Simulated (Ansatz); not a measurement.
Theory: Ansatz, DFT PBE, scalar-relativistic, plane waves, PAW. All cells share a 420 eV cutoff and Γ-centred k meshes spaced about 0.3 Å⁻¹ or finer (0.25 for metals, 2π included). No spin polarisation.

All energies are static (0 K, no zero-point motion).

Two forms of Cd3S5 were relaxed alike.

A. Space group P-3m1 (No. 164), trigonal, a = 4.103 Å, c = 12.492 Å. Cd on a site of symmetry 3m has 6 S at 2.69–2.83 Å; around Cd on a site of symmetry -3m lie 6 S at 2.71 Å; S on a site of symmetry 3m has 1 S at 2.10 Å and 3 Cd at 2.69 Å; around S on a second site of symmetry 3m lie 1 S at 2.10 Å and 3 Cd at 2.71 Å; S on a site of symmetry -3m is surrounded by 6 Cd at 2.83 Å.

B. Space group I4/mmm (No. 139), tetragonal, a = 3.717 Å, c = 23.845 Å. Around Cd on a site of symmetry 4/mmm lie 6 S at 2.63–2.68 Å; Cd on a site of symmetry 4mm has 5 S at 2.66–2.76 Å and 1 S at 3.06 Å; S on a site of symmetry 4mm has 5 Cd at 2.66–2.68 Å; S on a second site of symmetry 4mm has 4 S at 2.65 Å and 1 Cd at 2.76 Å; S on a site of symmetry 4/mmm has 4 Cd at 2.63 Å and 2 Cd at 3.06 Å.

Question: Which is lower in energy, and by how much?

Answer: A is lower, by 151 meV/atom. A has space group P-3m1 (No. 164), 22.8 Å³/atom and no gap on its mesh; B has space group I4/mmm (No. 139), 20.6 Å³/atom and no gap. Counting S atoms around Cd (those within 1.25 times the shortest such distance or 1.15 times the sum of covalent radii; a plus sign parts nearer from farther groups; a slash parts the counts of unlike sites), A has Cd 6 and B has Cd 5+1/6. A holds S–S pairs (shortest 2.10 Å); in B the shortest S–S distance is 2.65 Å, near bonding range too. The lower one is the more open, so pressure narrows the difference. Both come from trial cells of a structure search.

The zero gap of P-3m1 may come from the functional, which often closes small gaps, or the cell may be a true semimetal. With atoms moved at random, A (by 9 meV/atom) fell into a lower structure. B had no clear such test and can be a saddle point.
